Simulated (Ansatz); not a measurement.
All numbers below come from DFT, BLYP, plane waves (420 eV) with PAW, scalar-relativistic (Ansatz 0.2.0). (PAW data from PBE, frozen cores regenerated.)

An element in the omega (AlB2-type) structure gives this curve. The cell is scaled uniformly from the relaxed one, with fractional coordinates and shape fixed. Energies are extrapolated to zero smearing, pressures are those at the given smearing. Magnetic state: spin not included. Spin polarisation is off; a magnetic state may lie lower.

```csv
V (Å³/atom),E − E₀ (meV/atom),P (GPa)
10.785,145.4,35.99
11.276,59.3,21.42
11.766,13.4,9.62
12.256,0.0,0.07
12.746,13.0,-7.67
13.236,47.3,-13.92
13.727,99.0,-18.96
```

Problem. Which element is it?
A. copper
B. chromium
C. nickel
D. cobalt

Solution. B. Its fit is V₀ = 12.24 Å³/atom, B₀ = 215 GPa, B₀′ = 4.2.
